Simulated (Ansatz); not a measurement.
Input file for Ansatz (a program for electronic structure):

Ansatz 0.2 input:
```yaml
crystal:
  lattice:
    - [3.6885689439, 0.0, 0.0]
    - [-1.8442844719, 3.194394409, 0.0]
    - [0.0, 0.0, 3.6819422814]
  atoms:
    - { symbol: Pt, position: [0.3333333333, 0.6666666667, 0.25] }
    - { symbol: Pt, position: [0.6666666667, 0.3333333333, 0.75] }
    - { symbol: B, position: [0.0, 0.0, 0.0] }
    - { symbol: B, position: [0.0, 0.0, 0.5] }
kpoints:
  mp_grid: { grid: [9, 9, 8] }
  band_path:
    path:
      - [[0.0, 0.0, 0.0], [0.5, 0.0, 0.0], [0.3333333333, 0.3333333333, 0.0], [0.0, 0.0, 0.0], [0.0, 0.0, 0.5], [0.5, 0.0, 0.5], [0.3333333333, 0.3333333333, 0.5], [0.0, 0.0, 0.5]]  # Γ-M-K-Γ-A-L-H-A
      - [[0.5, 0.0, 0.5], [0.5, 0.0, 0.0]]  # L-M
      - [[0.3333333333, 0.3333333333, 0.5], [0.3333333333, 0.3333333333, 0.0]]  # H-K
    npoints: 8
basis: { xc_grid: 2 }
hamiltonian:
  xc: pbesol
  pseudopotentials: { kind: paw }
magnetization: { noncollinear: true, spin_orbit: true }
scf:
  n_extra_bands: 12
  convergence: { dr2_threshold: 0.0000000001 }
  occupations: { method: gaussian, width: 0.05 }
output: { eigenvalues: true }
```

Output (shortened):

```
Pseudopotential: Pt, paw_fr, valence charge 18
Pseudopotential: B, paw_fr, valence charge 3
Functional definition: PBEsol
non-collinear run that drives no moment, with spin-orbit …
Crystal: 4 atoms, lattice volume = 43.383 Å³
Basis set: ecut = 420 eV, 865 PW (Γ), exchange–correlation on 50×50×50 points (8 copies of the dense FFT grid, shifted against one another)
Bands: 54, of which v1, the nominal top of the filled ones, is band 42 counted from 1 (41 counted from 0)
Symmetry: 24 space group operations + 24 with time reversal
k-points: 60 of 648
Projection manifold: j_resolved (fully-relativistic pseudo-atomic orbitals)
SCF iter   1: F=—  HF=-25144.359072 eV  |F-HF|=—  |Δ(HF+E_count)|=         —  Δρ=1.52e-1  dr2=1.63e1  dr2_m=0.00e0 (ungated)  ethr=3.10e-3  |M|=0.00e0 ∫|m|=0.00e0 μB  |m|>n=0.0e0 m-floor=0.0e0 τ_xc=0.0e0  β_m=0.30  ⟨swp⟩=5.7  Hψ=6935  notcnv=0  defer=10
preconditioner: auto → Kerker (q_TF=auto, 2.714 Å⁻¹)
spin=Noncollinear: Kerker preconditioning applied to the charge; magnetization (m_x, m_y, m_z) channels mix plain (no charge-response kernel on spin).
SCF iter   2: F=—  HF=-25141.765205 eV  |F-HF|=—  |Δ(HF+E_count)|=    2.59e0  Δρ=7.99e-2  dr2=4.50e0  dr2_m=0.00e0 (ungated)  ethr=3.10e-3  |M|=0.00e0 ∫|m|=0.00e0 μB  |m|>n=0.0e0 m-floor=0.0e0 τ_xc=0.0e0  β_m=0.45  ⟨swp⟩=2.1  Hψ=2714  notcnv=0  defer=360
SCF iter   3: F=—  HF=-25140.743237 eV  |F-HF|=—  |Δ(HF+E_count)|=    1.02e0  Δρ=1.96e-2  dr2=1.41e-1  dr2_m=0.00e0 (ungated)  ethr=3.10e-3  |M|=0.00e0 ∫|m|=0.00e0 μB  |m|>n=0.0e0 m-floor=0.0e0 τ_xc=0.0e0  β_m=0.73  ⟨swp⟩=2.5  Hψ=2477  notcnv=0  defer=358
SCF iter   4: F=—  HF=-25140.716225 eV  |F-HF|=—  |Δ(HF+E_count)|=   2.70e-2  Δρ=5.46e-3  dr2=1.73e-2  dr2_m=0.00e0 (ungated)  ethr=3.36e-4  |M|=0.00e0 ∫|m|=0.00e0 μB  |m|>n=0.0e0 m-floor=0.0e0 τ_xc=0.0e0  β_m=0.73  ⟨swp⟩=2.8  Hψ=3080  notcnv=0  defer=368
SCF iter   5: F=—  HF=-25140.712670 eV  |F-HF|=—  |Δ(HF+E_count)|=   3.56e-3  Δρ=1.41e-3  dr2=5.89e-4  dr2_m=0.00e0 (ungated)  ethr=4.11e-5  |M|=0.00e0 ∫|m|=0.00e0 μB  |m|>n=0.0e0 m-floor=0.0e0 τ_xc=0.0e0  β_m=0.86  ⟨swp⟩=2.0  Hψ=2235  notcnv=0  defer=368
SCF iter   6: F=—  HF=-25140.712548 eV  |F-HF|=—  |Δ(HF+E_count)|=   1.21e-4  Δρ=2.18e-4  dr2=1.92e-5  dr2_m=0.00e0 (ungated)  ethr=1.40e-6  |M|=0.00e0 ∫|m|=0.00e0 μB  |m|>n=0.0e0 m-floor=0.0e0 τ_xc=0.0e0  β_m=0.93  ⟨swp⟩=2.0  Hψ=2204  notcnv=0  defer=368
SCF iter   7: F=—  HF=-25140.712542 eV  |F-HF|=—  |Δ(HF+E_count)|=   6.50e-6  Δρ=5.61e-5  dr2=1.37e-6  dr2_m=0.00e0 (ungated)  ethr=4.56e-8  |M|=0.00e0 ∫|m|=0.00e0 μB  |m|>n=0.0e0 m-floor=0.0e0 τ_xc=0.0e0  β_m=0.96  ⟨swp⟩=2.0  Hψ=2155  notcnv=0  defer=368
SCF iter   8: F=—  HF=-25140.712543 eV  |F-HF|=—  |Δ(HF+E_count)|=   9.15e-7  Δρ=1.16e-5  dr2=5.57e-8  dr2_m=0.00e0 (ungated)  ethr=3.27e-9  |M|=0.00e0 ∫|m|=0.00e0 μB  |m|>n=0.0e0 m-floor=0.0e0 τ_xc=0.0e0  β_m=0.98  ⟨swp⟩=2.4  Hψ=2082  notcnv=0  defer=368
SCF iter  10: F=-25140.712543 eV  HF=-25140.712543 eV  |F-HF|=2.91e-11  |Δ(HF+E_count)|=  1.09e-11  Δρ=2.69e-7  dr2=3.41e-11  dr2_m=0.00e0 (ungated)  ethr=1.00e-12  |M|=0.00e0 ∫|m|=0.00e0 μB  |m|>n=0.0e0 m-floor=0.0e0 τ_xc=0.0e0  ⟨swp⟩=9.2  Hψ=5779  notcnv=0
SCF 1 converged in 10 iterations: F = -25140.712543 eV  dr2 = 3.41e-11
NSCF: frozen V_eff on 75 k-points
SCF converged after 10 iterations
Magnetization: |M| = 0.0000 μB,  M = (+0.0000, +0.0000, +0.0000) μB
Absolute magnetization: 0.0000 μB (∫|m|)
  site 0: m = (+0.0000, +0.0000, +0.0000) μB, |m| = 0.0000 μB  (R = 0.96 Å)
  site 1: m = (+0.0000, +0.0000, +0.0000) μB, |m| = 0.0000 μB  (R = 0.96 Å)
  site 2: m = (+0.0000, +0.0000, +0.0000) μB, |m| = 0.0000 μB  (R = 0.76 Å)
  site 3: m = (+0.0000, +0.0000, +0.0000) μB, |m| = 0.0000 μB  (R = 0.76 Å)
Free energy (F): -25140.712543 eV
Harris-Foulkes:  -25140.712543 eV  (|F-HF|=2.91e-11)
Internal energy: -25140.709368 eV  (E = F + TS)
E sigma→0 (E₀):  -25140.710956 eV
Entropy (-TS):   -0.003175 eV (-0.794 meV/atom)
Fermi energy:    20.432733 eV
--- Per-component energies (eV) ---
  E_band       = -333.048679
  E_kinetic    = 1373.211069
  E_local      = -3492.317498  (includes V_loc(G=0)·N_el)
  E_nonlocal   = 403.878270
  E_hartree    = 1321.385718
  E_xc         = -586.074334
  E_vxc        = -683.086960  (∫ρ·V_xc dr)
  E_paw        = -18834.814118  (= ΣΔE_a)
  E_vpaw       = -577.504957  (= ΣTr[D̂ρ^β])
  E_aug_tail   = 0.000345  (compensation charges beyond the density's cutoff)
  E_ewald      = -5326.592755
  E_core_change = 0.613934  (= ΣΔE_core)
  E_smearing   = -0.003175  (= −TS)
  E_closure    = 0.000000  (closes the sum)
  Σ components = -25140.712543   (vs F -25140.712543, Δ=0.00e0)
  [band-id]    e_kinetic+e_local+e_nonlocal+2·e_hartree+e_vxc+e_vpaw+e_augmentation_tail = -333.048295   (vs E_band -333.048679, Δ=3.85e-4)
--- Band table (eV; the first three rows and the last of 60) ---
  k-point 0: bands = ["-78.7998", "-78.7998", "-78.7725", "-78.7725", "-44.2082", "-44.2082", "-44.1215", "-44.1215", "-29.3047", "-29.3047", "-29.2396", "-29.2396", "-29.1249", "-29.1249", "-28.9659", "-28.9659", "6.5142", "6.5142", "11.8337", "11.8337", …
  k-point 1: bands = ["-78.7987", "-78.7987", "-78.7735", "-78.7735", "-44.2050", "-44.2050", "-44.1249", "-44.1249", "-29.2978", "-29.2978", "-29.2304", "-29.2304", "-29.1317", "-29.1317", "-28.9776", "-28.9776", "6.6821", "6.6821", "11.6299", "11.6299", …
  k-point 2: bands = ["-78.7957", "-78.7957", "-78.7764", "-78.7764", "-44.1959", "-44.1959", "-44.1346", "-44.1346", "-29.2781", "-29.2781", "-29.2037", "-29.2037", "-29.1510", "-29.1510", "-29.0103", "-29.0103", "7.1721", "7.1721", "10.9867", "10.9867", …
  k-point 59: bands = ["-78.7858", "-78.7858", "-78.7858", "-78.7858", "-44.1680", "-44.1680", "-44.1679", "-44.1679", "-29.3151", "-29.3151", "-29.2301", "-29.2301", "-29.1130", "-29.1130", "-29.0256", "-29.0256", "10.2212", "10.2212", "10.3196", "10.3196", …
```

Cost: very roughly 50 core-seconds on shared cores.

Space group P6_3/mmc (NiAs type). The workflow started from an entry of the Crystallography Open Database (COD). Its standing as an ambient phase is unchecked. The PBEsol relaxation kept the symmetry of its start; of distortions, only those at the zone centre were tested. The run is not spin-polarised.

Potentials: the later of the program's two PAW sets.

Ansatz is a plane-wave DFT program.
